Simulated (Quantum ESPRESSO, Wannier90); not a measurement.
# Tight-binding from DFT: SrTiO$_{3}$ (cubic perovskite)

```
SrTiO3
1.0
    3.91270     0.00000     0.00000
    0.00000     3.91270     0.00000
    0.00000     0.00000     3.91270
Sr Ti O
1 1 3
Cartesian
  0.00000   0.00000   0.00000
  1.95635   1.95635   1.95635
  1.95635   0.00000   1.95635
  0.00000   1.95635   1.95635
  1.95635   1.95635   0.00000
```

Materials Project entry mp-5229; symmetrised, unrelaxed at this level. COD (Crystallography Open Database) records the formula in this space group. Ideal cubic forms of this type are often high-temperature phases that distort on cooling; symmetry holds the cell here, and its stability was not tested. Level: PBEsol, no spin polarisation, no spin-orbit coupling; pw.x of Quantum ESPRESSO at 68 Ry with PseudoDojo potentials, 4×4×4 k-points, Wannier90. Density: 8×8×8 mesh, cold smearing 0.01 Ry.

Functional, cutoff and mesh named above are those of the base row (1); the first column says what each row takes instead. Model: 12 functions from bands 6-8,12-20, start SCDM (isolated) (the valence bands). Energies are relative to the valence-band maximum; the misfit is to pw.x on a path, for all bands of the set. The lattice is scaled uniformly, fractional positions fixed. Ω_total can sit in another minimum from row to row; Ω_I of an isolated set cannot.

```tsv
scale	Ω_I (Å²)	Ω_total (Å²)	rms misfit (meV)	gap (eV)	bottom of band 6 (eV)
0.97	12.26	13.51	9.6	2.01	-17.92
0.985	12.32	13.59	9.0	1.92	-17.70
1	12.47	13.76	8.5	1.84	-17.51
1.015	12.71	14.04	8.0	1.76	-17.32
1.03	13.09	14.44	7.9	1.68	-17.15
```
